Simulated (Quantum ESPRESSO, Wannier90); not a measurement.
# Wannierisation of HgTe (zinc blende)

```
begin unit_cell_cart
ang
    0.0000000000    3.2899850000    3.2899850000
    3.2899850000    0.0000000000    3.2899850000
    3.2899850000    3.2899850000    0.0000000000
end unit_cell_cart
begin atoms_frac
Hg   0.0000000000  0.0000000000  0.0000000000
Te  -0.2500000000 -0.2500000000 -0.2500000000
end atoms_frac
```

Cell from Materials Project (mp-2730), symmetrised, no further relaxation. COD (Crystallography Open Database) has the formula in 2 space groups, this one among them (matched by group alone). Method: PBEsol plane waves in Quantum ESPRESSO 7.5 (PseudoDojo norm-conserving files, 64 Ry, spinors with spin-orbit coupling), Bloch states on a 6×6×6 mesh through Γ, Wannier90 4.0.1. Density: 8×8×8 mesh, cold smearing 0.01 Ry. With spin-orbit coupling a semilocal functional can close or falsely invert a small gap; the band order was not checked against a better method.

A tight-binding model is made by disentanglement and projection with no localisation steps (num_iter = 0), so the 26 orbitals stay atom-like: hydrogen-like Hg: s;p;d; Te: s;p, axes along x, y, z; frozen window up to 3.00 eV relative to the Fermi level. It follows pw.x to 1.7 meV rms for states up to 1.0 eV relative to the Fermi level. Matrix elements depend on this choice of orbitals and windows.

The 45 largest hoppings ⟨m,0|H|n,R⟩ between different sites (one of each Hermitian pair; signs follow the real orbitals' lobes; the list may end inside a set of equal values):

```
m              n      R  distance of the centres (Å)  t (eV)  Im t (eV)
-------  -------  -----  ---------------------------  ------  ---------
Te2 px↓  Hg1 py↓  0 0 0                         2.85   1.100     -0.037
Te2 py↑  Hg1 px↑  0 0 0                         2.85   1.100     -0.037
Te2 py↓  Hg1 px↓  0 0 0                         2.85   1.100      0.037
Hg1 px↑  Te2 py↑  0 0 1                         2.85   1.100      0.037
Hg1 px↓  Te2 py↓  0 0 1                         2.85   1.100     -0.037
Hg1 px↑  Te2 py↑  0 1 0                         2.85  -1.100      0.037
Hg1 px↓  Te2 py↓  0 1 0                         2.85  -1.100     -0.037
Hg1 py↑  Te2 px↑  0 1 0                         2.85  -1.100     -0.037
Hg1 px↑  Te2 py↑  1 0 0                         2.85  -1.100      0.037
Hg1 px↓  Te2 py↓  1 0 0                         2.85  -1.100     -0.037
Te2 px↑  Hg1 py↑  0 0 0                         2.85   1.100      0.037
Hg1 py↑  Te2 px↑  0 0 1                         2.85   1.100     -0.037
Hg1 py↓  Te2 px↓  0 0 1                         2.85   1.100      0.037
Hg1 py↓  Te2 px↓  0 1 0                         2.85  -1.100      0.037
Hg1 py↑  Te2 px↑  1 0 0                         2.85  -1.100     -0.037
Hg1 py↓  Te2 px↓  1 0 0                         2.85  -1.100      0.037
Te2 pz↑  Hg1 px↑  0 0 0                         2.85   1.100     -0.018
Te2 pz↑  Hg1 py↑  0 0 0                         2.85   1.100      0.018
Te2 pz↓  Hg1 px↓  0 0 0                         2.85   1.100      0.018
Te2 pz↓  Hg1 py↓  0 0 0                         2.85   1.100     -0.018
Hg1 px↑  Te2 pz↑  0 0 1                         2.85  -1.100     -0.018
Hg1 px↓  Te2 pz↓  0 0 1                         2.85  -1.100      0.018
Hg1 py↑  Te2 pz↑  0 0 1                         2.85  -1.100      0.018
Hg1 py↓  Te2 pz↓  0 0 1                         2.85  -1.100     -0.018
Hg1 px↑  Te2 pz↑  0 1 0                         2.85   1.100     -0.018
Hg1 px↓  Te2 pz↓  0 1 0                         2.85   1.100      0.018
Hg1 py↑  Te2 pz↑  0 1 0                         2.85  -1.100     -0.018
Hg1 py↓  Te2 pz↓  0 1 0                         2.85  -1.100      0.018
Hg1 px↑  Te2 pz↑  1 0 0                         2.85  -1.100      0.018
Hg1 px↓  Te2 pz↓  1 0 0                         2.85  -1.100     -0.018
Hg1 py↑  Te2 pz↑  1 0 0                         2.85   1.100      0.018
Hg1 py↓  Te2 pz↓  1 0 0                         2.85   1.100     -0.018
Te2 px↑  Hg1 pz↑  0 0 0                         2.85   1.100     -0.005
Te2 px↓  Hg1 pz↓  0 0 0                         2.85   1.100      0.005
Te2 py↑  Hg1 pz↑  0 0 0                         2.85   1.100      0.005
Te2 py↓  Hg1 pz↓  0 0 0                         2.85   1.100     -0.005
Hg1 pz↑  Te2 px↑  0 0 1                         2.85  -1.100     -0.005
Hg1 pz↑  Te2 py↑  0 0 1                         2.85  -1.100      0.005
Hg1 pz↓  Te2 px↓  0 0 1                         2.85  -1.100      0.005
Hg1 pz↓  Te2 py↓  0 0 1                         2.85  -1.100     -0.005
Hg1 pz↑  Te2 px↑  0 1 0                         2.85   1.100     -0.005
Hg1 pz↑  Te2 py↑  0 1 0                         2.85  -1.100     -0.005
Hg1 pz↓  Te2 px↓  0 1 0                         2.85   1.100      0.005
Hg1 pz↓  Te2 py↓  0 1 0                         2.85  -1.100      0.005
Hg1 pz↑  Te2 px↑  1 0 0                         2.85  -1.100      0.005
```
